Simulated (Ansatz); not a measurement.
Structures of Cd$_{2}$Br: which is lowest?

Plane-wave DFT in Ansatz with scalar-relativistic PAW potentials, cutoff 420 eV, Γ-centred meshes chosen by cell and gap, Gaussian smearing with energies taken to zero width. Every cell was relaxed (cell and atoms) in a run of its own, within the symmetry of its start. Functional: PBE.

Relaxed structures (starts from databases or built by putting these elements on another compound's sites):
A. Fd-3m, 6 atoms in the computed cell, a = 8.617 Å; sites (symmetry × multiplicity) Cd .-3m × 16, Br -43m × 8; start: built
B. R3m, 3 atoms in the computed cell, a = 4.023 Å, c = 18.198 Å; sites (symmetry × multiplicity) Cd 3m × 3 + 3m × 3, Br 3m × 3; start: built

Task: Rank them by energy. Could pressure change the order?

Result:
```tsv
structure	group	E − E(lowest) (meV/atom)	V (Å³/atom)	gap on mesh (eV)
B	R3m	0.0	28.34	0.00
A	Fd-3m	183	26.66	0.00
```

B is lowest, 183 meV/atom under A. A is denser by 1.68 Å³/atom, so pressure favours it: ΔE/ΔV, with ΔE in eV and 1 eV/Å³ = 160.2 GPa, gives about 17 GPa for equal enthalpy if both cells were rigid; at such pressures compression changes ΔV much, so this is a scale only. Other structures may lie lower than all of these, and vibrations aren't counted.

Spin polarisation was left out, and a magnetic state may lie lower.